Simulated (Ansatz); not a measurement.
Given:

CuI:
```cif
data_Cu2I2
_chemical_formula_sum 'Cu2 I2'
_space_group_name_H-M_alt 'P63mc'
_space_group_IT_number 186
_space_group_name_Hall 'P 6c -2c'
_cell_length_a 4.24484
_cell_length_b 4.24484
_cell_length_c 7.00308
_cell_angle_alpha 90.000
_cell_angle_beta 90.000
_cell_angle_gamma 120.000
loop_
_atom_site_label
_atom_site_type_symbol
_atom_site_symmetry_multiplicity
_atom_site_Wyckoff_symbol
_atom_site_fract_x
_atom_site_fract_y
_atom_site_fract_z
_atom_site_occupancy
Cu1 Cu 2 b 0.33333 0.66667 0.37333 1
I1 I 2 b 0.33333 0.66667 0.00167 1
```

This is the r²SCAN-relaxed structure.

Problem. All from r²SCAN (plane waves, PAW; program Ansatz), unless another level is named. Estimate the gap with spin–orbit coupling.

Solution. 1.57 eV.

Problem. And the hole effective mass with spin–orbit coupling?

Solution. 0.35, 0.35, 1.3 mₑ (principal values).

Problem. Next, the band gap?

Solution. 1.72 eV (direct).

Problem. Give the valence-band maximum.

Solution. at Γ.

Problem. Predict the weight of the conduction-edge state by species (Voronoi cells).

Solution. Cu 64 %, I 36 %.

Space group P6_3mc (wurtzite). The workflow started from a Materials Project entry (that database holds measured and hypothetical structures alike); the Crystallography Open Database files this formula in space group No. 186, but the cells were not matched. It is not the phase usual at ambient conditions (space group No. 216). Symmetry was held in the r²SCAN relaxation; its stability against distortions is not shown here. No spin polarisation was allowed. Spin–orbit coupling is left out wherever it is not named.

Potentials: the later of the program's two PAW sets.
